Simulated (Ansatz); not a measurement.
LiF:
```
LiF
1.0
    0.00000     1.99512     1.99512
    1.99512     0.00000     1.99512
    1.99512     1.99512     0.00000
Li F
1 1
Direct
  0.00000   0.00000   0.00000
  0.50000   0.50000   0.50000
```

Tensor components refer to the Cartesian frame of this cell.

**Question.** Give the high-frequency dielectric tensor and the Born effective charge tensors of the independent atoms from DFPT, DFT-r²SCAN in the program Ansatz with PAW potentials.

**Answer.** 
ε∞:
```
1.99  0.00  0.00
0.00  1.99  0.00
0.00  0.00  1.99
```
Z* of atom 1 (Li), rows: field, columns: displacement, in e:
```
1.04  0.00  0.00
0.00  1.04  0.00
0.00  0.00  1.04
```
Z* of atom 2 (F), rows: field, columns: displacement, in e:
```
-1.04   0.00   0.00
 0.00  -1.04   0.00
 0.00   0.00  -1.04
```

Static charges for comparison (Bader): Li1 +0.91, F2 -0.91 e. Born charges measure polarisation by displacement and can exceed these by far.

Space group Fm-3m (rock salt). Symmetry was held in the r²SCAN relaxation; phonons on a q-mesh show no instability.

Potentials: the later of the program's two PAW sets.
